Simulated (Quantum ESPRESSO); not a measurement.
Al4FO4N, one run as intended and one with a planted mistake

A calculation, not a measurement. The program is pw.x of Quantum ESPRESSO 7.5 (plane-wave density functional theory). The cell is made up: 10 atoms on a corundum lattice, with randomly drawn elements, strain and displacements, not relaxed. PseudoDojo standard norm-conserving files (v0.5 for PBE, v0.4.1 for LDA and PBEsol) set the functional; there is no spin polarisation, spin-orbit coupling or dispersion term, and the masses in the input are unused placeholders.

Intended input:

```
&control calculation='scf', pseudo_dir='./dojo.nc.sr.pbe.v0_5.standard.upf', outdir='./o', disk_io='low', tprnfor=.true., tstress=.true. /
&system ibrav=0, nat=10, ntyp=4, nbnd=30, ecutwfc=84.00895049, nosym=.true., tot_charge=0,
 occupations='smearing', smearing='fd', degauss=0.0018374661
/
&electrons conv_thr=7.350e-09, electron_maxstep=60, /
ATOMIC_SPECIES
Al 1.0 Al.upf
F 1.0 F.upf
N 1.0 N.upf
O 1.0 O.upf
CELL_PARAMETERS angstrom
2.5122 1.3716 4.4082
-2.4643 1.42 4.3665
0.0658 -2.8422 4.4034
ATOMIC_POSITIONS angstrom
Al 0.0236 -0.0709 4.6149
Al 0.0002 0.0628 1.8107
Al 0.0834 0.0037 8.5189
Al 0.2896 -0.0295 11.3288
F -0.8643 1.3474 7.5705
O -0.6729 -1.3816 7.7028
O 1.7047 -0.0476 7.7128
N 0.9826 -1.472 5.4787
O 0.7613 1.3148 5.4931
O -1.7314 0.031 5.5082
K_POINTS automatic
5 5 5 1 1 1
```

The log is shortened where brackets say so; the opening notice, blank lines, dates and the lines on written files are dropped, and the path of the files is cut. It prints rydbergs, bohrs and kilobars, and counts compression as positive stress. Where no state is partly filled, the Fermi energy that it prints is only some level between the filled and the empty states on the mesh, and need not lie in the true gap.

Log of the intended run:

```
     Program PWSCF v.7.5
     Parallel version (MPI & OpenMP), running on       4 processor cores
     Number of MPI processes:                 4
     Threads/MPI process:                     1
     [start-up lines left out]
     bravais-lattice index     =            0
     lattice parameter (alat)  =       9.9322  a.u.
     unit-cell volume          =     625.0776 (a.u.)^3
     number of atoms/cell      =           10
     number of atomic types    =            4
     number of electrons       =        48.00
     number of Kohn-Sham states=           30
     kinetic-energy cutoff     =      84.0090  Ry
     charge density cutoff     =     336.0358  Ry
     scf convergence threshold =      7.3E-09
     mixing beta               =       0.7000
     number of iterations used =            8  plain     mixing
     Exchange-correlation= PBE
                           (   1   4   3   4   0   0   0)
     [axes and pseudopotential details left out]
   Cartesian axes
     site n.     atom                  positions (alat units)
         1        Al     tau(   1) = (   0.0044902  -0.0134896   0.8780390  )
         2        Al     tau(   2) = (   0.0000381   0.0119484   0.3445070  )
         3        Al     tau(   3) = (   0.0158678   0.0007040   1.6208209  )
         4        Al     tau(   4) = (   0.0550998  -0.0056127   2.1554374  )
         5        F      tau(   5) = (  -0.1644432   0.2563587   1.4403766  )
         6        O      tau(   6) = (  -0.1280271  -0.2628656   1.4655483  )
         7        O      tau(   7) = (   0.3243392  -0.0090565   1.4674509  )
         8        N      tau(   8) = (   0.1869512  -0.2800653   1.0423871  )
         9        O      tau(   9) = (   0.1448463   0.2501562   1.0451269  )
        10        O      tau(  10) = (  -0.3294192   0.0058981   1.0479998  )
     number of k points=    63  Fermi-Dirac smearing, width (Ry)=  0.0018
                       cart. coord. in units 2pi/alat
        k(    1) = (  -0.0009984   0.0004433   0.1196615), wk =   0.0320000
        k(    2) = (  -0.0040688  -0.2473260   0.1985041), wk =   0.0320000
     [further k points left out]
     Dense  grid:    65031 G-vectors     FFT dimensions: (  60,  60,  60)
     Estimated max dynamical RAM per process >     150.06 MB
     Estimated total dynamical RAM >     552.61 MB
     Initial potential from superposition of free atoms
     starting charge      47.9902, renormalised to      48.0000
     Starting wfcs are   40 randomized atomic wfcs
     total cpu time spent up to now is        2.3 secs
     per-process dynamical memory:   120.4 Mb
     Self-consistent Calculation
     iteration #  1     ecut=    84.01 Ry     beta= 0.70
     Davidson diagonalization with overlap
     ethr =  1.00E-02,  avg # of iterations =  3.2
     total cpu time spent up to now is        5.5 secs
     total energy              =    -220.74742028 Ry
     estimated scf accuracy    <       2.46659249 Ry
     iteration #  2     ecut=    84.01 Ry     beta= 0.70
     Davidson diagonalization with overlap
     ethr =  5.14E-03,  avg # of iterations =  2.3
     total cpu time spent up to now is        8.7 secs
     total energy              =    -221.37553272 Ry
     estimated scf accuracy    <       2.14192518 Ry
     [iterations 3 to 10 left out]
     iteration # 11     ecut=    84.01 Ry     beta= 0.70
     Davidson diagonalization with overlap
     ethr =  5.35E-10,  avg # of iterations =  3.0
     total cpu time spent up to now is       36.5 secs
     total energy              =    -221.80105926 Ry
     estimated scf accuracy    <       0.00000002 Ry
     iteration # 12     ecut=    84.01 Ry     beta= 0.70
     Davidson diagonalization with overlap
     ethr =  4.18E-11,  avg # of iterations =  2.0
     total cpu time spent up to now is       39.5 secs
     End of self-consistent calculation
     [lines on levels left out]
     the Fermi energy is    10.4799 ev
!    total energy              =    -221.80105926 Ry
     estimated scf accuracy    <          6.4E-09 Ry
     smearing contrib. (-TS)   =      -0.00000000 Ry
     internal energy E=F+TS    =    -221.80105926 Ry
     The total energy is F=E-TS. E is the sum of the following terms:
     one-electron contribution =     -46.03762528 Ry
     hartree contribution      =      56.97855015 Ry
     xc contribution           =     -60.32257260 Ry
     ewald contribution        =    -172.41941153 Ry
     convergence has been achieved in  12 iterations
     Forces acting on atoms (cartesian axes, Ry/au):
     atom    1 type  1   force =    -0.04067691   -0.03624568    0.10895131
     atom    2 type  1   force =    -0.06700016   -0.00807351   -0.05324720
     atom    3 type  1   force =    -0.02563959   -0.04386717    0.13343066
     atom    4 type  1   force =    -0.12082777    0.06525939   -0.13472368
     atom    5 type  2   force =     0.01773492    0.01487980    0.02766431
     atom    6 type  4   force =     0.02349507   -0.13518519   -0.03371690
     atom    7 type  4   force =     0.05261801    0.09012671    0.02023967
     atom    8 type  3   force =     0.07117587    0.06765746   -0.04891860
     atom    9 type  4   force =     0.03977097    0.09865630    0.02954443
     atom   10 type  4   force =     0.04934958   -0.11320811   -0.04922402
     Total force =     0.392539     Total SCF correction =     0.000036
     Computing stress (Cartesian axis) and pressure
          total   stress  (Ry/bohr**3)                   (kbar)     P=        4.92
  -0.00001577   0.00018526  -0.00003451           -2.32       27.25       -5.08
   0.00018526   0.00003446  -0.00010151           27.25        5.07      -14.93
  -0.00003451  -0.00010151   0.00008160           -5.08      -14.93       12.00
     init_run     :      2.15s CPU      2.22s WALL (       1 calls)
     electrons    :     37.04s CPU     37.19s WALL (       1 calls)
     forces       :      0.59s CPU      0.60s WALL (       1 calls)
     stress       :      1.93s CPU      1.93s WALL (       1 calls)
     [timing details left out]
     PWSCF        :     41.78s CPU     42.02s WALL
     JOB DONE.
```

A second run has one planted mistake: the cell and the positions are scaled by a wrong factor. The input lines that differ, file-writing options aside:

```
- 2.5122 1.3716 4.4082
+ 2.5519 1.3933 4.4778
- -2.4643 1.42 4.3665
+ -2.5032 1.4424 4.4355
- 0.0658 -2.8422 4.4034
+ 0.0668 -2.8871 4.473
- Al 0.0236 -0.0709 4.6149
+ Al 0.024 -0.072 4.6878
- Al 0.0002 0.0628 1.8107
+ Al 0.0002 0.0638 1.8393
- Al 0.0834 0.0037 8.5189
+ Al 0.0847 0.0038 8.6535
- Al 0.2896 -0.0295 11.3288
+ Al 0.2942 -0.03 11.5078
- F -0.8643 1.3474 7.5705
+ F -0.878 1.3687 7.6901
- O -0.6729 -1.3816 7.7028
+ O -0.6835 -1.4034 7.8245
- O 1.7047 -0.0476 7.7128
+ O 1.7316 -0.0484 7.8347
- N 0.9826 -1.472 5.4787
+ N 0.9981 -1.4953 5.5653
- O 0.7613 1.3148 5.4931
+ O 0.7733 1.3356 5.5799
- O -1.7314 0.031 5.5082
+ O -1.7588 0.0315 5.5952
```

Its log:

```
     Program PWSCF v.7.5
     Parallel version (MPI & OpenMP), running on       4 processor cores
     Number of MPI processes:                 4
     Threads/MPI process:                     1
     [start-up lines left out]
     bravais-lattice index     =            0
     lattice parameter (alat)  =      10.0891  a.u.
     unit-cell volume          =     655.1711 (a.u.)^3
     number of atoms/cell      =           10
     number of atomic types    =            4
     number of electrons       =        48.00
     number of Kohn-Sham states=           30
     kinetic-energy cutoff     =      84.0090  Ry
     charge density cutoff     =     336.0358  Ry
     scf convergence threshold =      7.3E-09
     mixing beta               =       0.7000
     number of iterations used =            8  plain     mixing
     Exchange-correlation= PBE
                           (   1   4   3   4   0   0   0)
     [axes and pseudopotential details left out]
   Cartesian axes
     site n.     atom                  positions (alat units)
         1        Al     tau(   1) = (   0.0044953  -0.0134858   0.8780411  )
         2        Al     tau(   2) = (   0.0000375   0.0119500   0.3445072  )
         3        Al     tau(   3) = (   0.0158646   0.0007118   1.6208305  )
         4        Al     tau(   4) = (   0.0551047  -0.0056191   2.1554507  )
         5        F      tau(   5) = (  -0.1644524   0.2563622   1.4403823  )
         6        O      tau(   6) = (  -0.1280219  -0.2628617   1.4655559  )
         7        O      tau(   7) = (   0.3243347  -0.0090655   1.4674664  )
         8        N      tau(   8) = (   0.1869476  -0.2800749   1.0423999  )
         9        O      tau(   9) = (   0.1448418   0.2501625   1.0451346  )
        10        O      tau(  10) = (  -0.3294293   0.0059001   1.0480003  )
     number of k points=    63  Fermi-Dirac smearing, width (Ry)=  0.0018
                       cart. coord. in units 2pi/alat
        k(    1) = (  -0.0009970   0.0004446   0.1196609), wk =   0.0320000
        k(    2) = (  -0.0040633  -0.2473229   0.1985031), wk =   0.0320000
     [further k points left out]
     Dense  grid:    68179 G-vectors     FFT dimensions: (  60,  60,  60)
     Estimated max dynamical RAM per process >     156.28 MB
     Estimated total dynamical RAM >     575.19 MB
     Initial potential from superposition of free atoms
     starting charge      47.9902, renormalised to      48.0000
     Starting wfcs are   40 randomized atomic wfcs
     total cpu time spent up to now is        2.3 secs
     per-process dynamical memory:   124.4 Mb
     Self-consistent Calculation
     iteration #  1     ecut=    84.01 Ry     beta= 0.70
     Davidson diagonalization with overlap
     ethr =  1.00E-02,  avg # of iterations =  3.1
     total cpu time spent up to now is        5.7 secs
     total energy              =    -220.72093686 Ry
     estimated scf accuracy    <       2.46765323 Ry
     iteration #  2     ecut=    84.01 Ry     beta= 0.70
     Davidson diagonalization with overlap
     ethr =  5.14E-03,  avg # of iterations =  2.3
     total cpu time spent up to now is        9.0 secs
     total energy              =    -221.31010335 Ry
     estimated scf accuracy    <       2.42108515 Ry
     [iterations 3 to 10 left out]
     iteration # 11     ecut=    84.01 Ry     beta= 0.70
     Davidson diagonalization with overlap
     ethr =  8.48E-10,  avg # of iterations =  3.0
     total cpu time spent up to now is       37.6 secs
     total energy              =    -221.79292695 Ry
     estimated scf accuracy    <       0.00000002 Ry
     iteration # 12     ecut=    84.01 Ry     beta= 0.70
     Davidson diagonalization with overlap
     ethr =  3.73E-11,  avg # of iterations =  2.2
     total cpu time spent up to now is       40.6 secs
     End of self-consistent calculation
     [lines on levels left out]
     the Fermi energy is     9.6733 ev
!    total energy              =    -221.79292695 Ry
     estimated scf accuracy    <          3.7E-09 Ry
     smearing contrib. (-TS)   =      -0.00000000 Ry
     internal energy E=F+TS    =    -221.79292695 Ry
     The total energy is F=E-TS. E is the sum of the following terms:
     one-electron contribution =     -50.10880512 Ry
     hartree contribution      =      58.09161733 Ry
     xc contribution           =     -60.03782745 Ry
     ewald contribution        =    -169.73791170 Ry
     convergence has been achieved in  12 iterations
     Forces acting on atoms (cartesian axes, Ry/au):
     atom    1 type  1   force =    -0.03523384   -0.03318599    0.11289029
     atom    2 type  1   force =    -0.05628972   -0.00772575   -0.06513982
     atom    3 type  1   force =    -0.02456615   -0.04895800    0.12010032
     atom    4 type  1   force =    -0.10576683    0.06626864   -0.12208853
     atom    5 type  2   force =     0.01925364    0.01353369    0.02740018
     atom    6 type  4   force =     0.01451364   -0.12121118   -0.03311146
     atom    7 type  4   force =     0.04591358    0.08477685    0.02354047
     atom    8 type  3   force =     0.06111564    0.05908861   -0.04652223
     atom    9 type  4   force =     0.03820345    0.08879109    0.02536344
     atom   10 type  4   force =     0.04285659   -0.10137794   -0.04243267
     Total force =     0.361818     Total SCF correction =     0.000018
     Computing stress (Cartesian axis) and pressure
          total   stress  (Ry/bohr**3)                   (kbar)     P=      -80.96
  -0.00064645   0.00014867  -0.00003681          -95.10       21.87       -5.42
   0.00014867  -0.00057515  -0.00012970           21.87      -84.61      -19.08
  -0.00003681  -0.00012970  -0.00042952           -5.42      -19.08      -63.18
     init_run     :      2.21s CPU      2.29s WALL (       1 calls)
     electrons    :     38.15s CPU     38.30s WALL (       1 calls)
     forces       :      0.62s CPU      0.63s WALL (       1 calls)
     stress       :      1.98s CPU      1.99s WALL (       1 calls)
     [timing details left out]
     PWSCF        :     43.03s CPU     43.28s WALL
     JOB DONE.
```

|  | intended run | run with the mistake |
| --- | --- | --- |
| free energy (eV) | -3017.757 | -3017.647 |
| smearing term -TS (eV) | 0.0000 | 0.0000 |
| pressure (GPa) | 0.49 | -8.10 |
| largest force component (eV/Å) | 3.476 | 3.139 |
| largest change of a force component (eV/Å) |  | 0.387 |
| iterations | 12 | 12 |

For scale, a rerun of the intended cell at a cutoff of 1437 eV and k mesh 7 x 7 x 7 moved values by no more than 0.003 eV in energy, 0.02 GPa in stress and 0.002 eV/Å in force.